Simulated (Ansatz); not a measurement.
**Lattice vibrations of Sn$_{2}$Ge at Γ**

These are results of DFT PBE, scalar-relativistic, plane waves, PAW in Ansatz, not measurements. Cutoff 420 eV, 12×12×4 k-points (Γ-centred), Fermi-Dirac smearing of 0.15 eV. No spin polarisation. Phonons by linear response, acoustic sum rule imposed.

The cell, relaxed at this level:
```
CELL_PARAMETERS angstrom
4.50200 0.00000 0.00000
-2.25100 3.89885 0.00000
0.00000 0.00000 11.05592
ATOMIC_POSITIONS crystal
Sn 0.33333 0.66667 0.54927
Sn 0.66667 0.33333 0.19046
Sn 0.66667 0.33333 0.45073
Sn 0.33333 0.66667 0.80954
Ge 0.00000 0.00000 0.88661
Ge 0.00000 0.00000 0.11339
```

It was reached by relaxing an invented guess, and it needn't be the stable form of this composition. In a metal, frequencies depend on the k mesh and the smearing, soft modes most. Spin–orbit coupling is left out, which matters for heavy elements.

Optical modes at Γ:
```tsv
frequency (cm⁻¹)	degeneracy
33	2
41	2
103	1
114	1
168	1
175	1
180	2
200	2
206	2
230	1
```

All 15 optical modes at Γ are real: no displacement of atoms at fixed cell lowers the energy to second order. Strains and modes at other wave vectors aren't tested by this run.
